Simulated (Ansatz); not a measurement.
# Ca2Nb2O6F: Quadrupolar parameters

The cell is a structure deposited in the COD whose atoms were relaxed with PBE, the cell held.

```
Ca Nb O F
1.0
     0.00000    5.22200    5.22200
     5.22200    0.00000    5.22200
     5.22200    5.22200    0.00000
Ca Nb O F
4 4 12 2
Direct
  0.62500 0.62500 0.62500
  0.12500 0.62500 0.62500
  0.62500 0.62500 0.12500
  0.62500 0.12500 0.62500
  0.12500 0.12500 0.12500
  0.62500 0.12500 0.12500
  0.12500 0.12500 0.62500
  0.12500 0.62500 0.12500
  0.79608 0.20392 0.20392
  0.45392 0.04608 0.45392
  0.20392 0.79608 0.79608
  0.04608 0.45392 0.04608
  0.20392 0.79608 0.20392
  0.45392 0.45392 0.04608
  0.79608 0.20392 0.79608
  0.04608 0.04608 0.45392
  0.45392 0.04608 0.04608
  0.20392 0.20392 0.79608
  0.04608 0.45392 0.45392
  0.79608 0.79608 0.20392
  0.50000 0.50000 0.50000
  0.75000 0.75000 0.75000
```

Sites (sets of like atoms) are named by element and the number of their first atom in this list.

Level of theory: DFT, r2SCAN, plane waves and PAW, scalar-relativistic, 500 eV cutoff, Γ-centred 6×6×6 k-points, Fermi–Dirac smearing 0.05 eV (Ansatz 0.2.0).

C_Q = eQV_zz/h, which is 24.18 MHz for Q = 1 b and V_zz = 10²¹ V/m²; η = (V_xx − V_yy)/V_zz. ν_Q = 3|C_Q|/[2I(2I − 1)].

⁴³Ca: I = 7/2, Q = -40.80 mb; Nb-93: I = 9/2, Q = -320.0 mb; ¹⁷O: I = 5/2, Q = -25.58 mb. Nuclear quadrupole moments: year-2017 set (Pyykkö).

```
site   atoms (order as listed)                                      first shell  C_Q (MHz)     η  ν_Q (MHz)
  Ca                1, 2, 3, 4                     2 F at 2.26 Å, 6 O at 2.57 Å      0.956  0.00      0.068
  Nb                5, 6, 7, 8                                    6 O at 2.02 Å      -68.8  0.00       2.87
   O  9, 10, 11, 12, 13, 14, …  2 Nb at 2.02 Å, angle 132°; also 2 Ca at 2.57 Å      0.450  0.91      0.068
```

An axis of threefold or higher order runs through Ca and Nb, so V_zz lies along it and η is zero.

F has no stable isotope with a ground-state quadrupole moment in the table, so these sites are left out.

The run finds no gap above 0.1 eV (a metal, or nearly one), so the gradients can move by 10 % or more with the k-mesh. Without spin–orbit coupling (the program notes it for Nb) the gradients can shift somewhat, as the gap is small. Semilocal functionals can leave a metal where correlation in the d or f shell opens a gap in the real compound, and that would change the values at and beside Nb.
